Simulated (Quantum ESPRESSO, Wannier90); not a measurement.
## Tight-binding from DFT: PbF4 (I4/mmm)

```xyz
5
Lattice="4.2935 0.0000 0.0000 0.0000 4.2935 0.0000 -2.1467 -2.1467 3.9330" Properties=species:S:1:pos:R:3 pbc="T T T"
Pb     0.0000     0.0000     0.0000
F     -2.1468    -2.1468     1.9520
F      2.1468     2.1468    -1.9520
F      0.0000     2.1467     0.0000
F      2.1467     0.0000     0.0000
```

Materials Project entry mp-341; symmetrised, unrelaxed at this level. COD (Crystallography Open Database) has an entry of this formula and space group (matched by these alone). Method: PBEsol plane waves in Quantum ESPRESSO 7.5 (PseudoDojo norm-conserving files, 68 Ry, no spin polarisation, no spin-orbit coupling), Bloch states on a 6×6×6 mesh through Γ, Wannier90 4.0.1. Density: 8×8×8 mesh, cold smearing 0.01 Ry. The cell is built of weakly bound layers, chains or molecules. Database cells relaxed without dispersion often hold them too far apart, which can enlarge gaps and weakens couplings between them; spacing and stacking were not compared with the measured crystal. Spin-orbit coupling is left out although heavy elements are present.

Bands 1-4,10-21 form an isolated set from -20.79 to 0.00 eV relative to the valence-band maximum (on the path) and are turned into 16 Wannier functions by minimising the spread from the start: SCDM (isolated). Bands 5–9 (Pb 5d 94 %) lie between the kept ones and are excluded.

Q: Where do the functions sit, how wide are they and what are they made of?

A: 
```
functions  spread (Å²)  nearest atom, distance (Å)  second atom, distance (Å)           weight on atomic waves
---------  -----------  --------------------------  -------------------------  -------------------------------
5                 0.57                      F 0.27                    Pb 1.98             F 2p 68 %, F 2s 27 %
1                 0.56                      F 0.27                    Pb 1.98             F 2p 68 %, F 2s 27 %
2                 0.51                      F 0.29                    Pb 2.10             F 2p 69 %, F 2s 25 %
2                 0.53                      F 0.28                    Pb 2.09             F 2p 69 %, F 2s 25 %
2                 0.52                      F 0.29                    Pb 2.11             F 2p 69 %, F 2s 25 %
2                 1.07                      F 0.21                    Pb 1.94  F 2p 68 %, F 2s 14 %, Pb 6s 6 %
2                 0.94                      F 0.52                    Pb 1.47  F 2p 69 %, Pb 6s 15 %, F 2s 7 %
```

Ω_I = 9.30 Å², Ω_total = 10.54 Å²; the interpolated bands follow pw.x to 0.2 meV rms on the path. It is the lowest total spread that any start reached here.
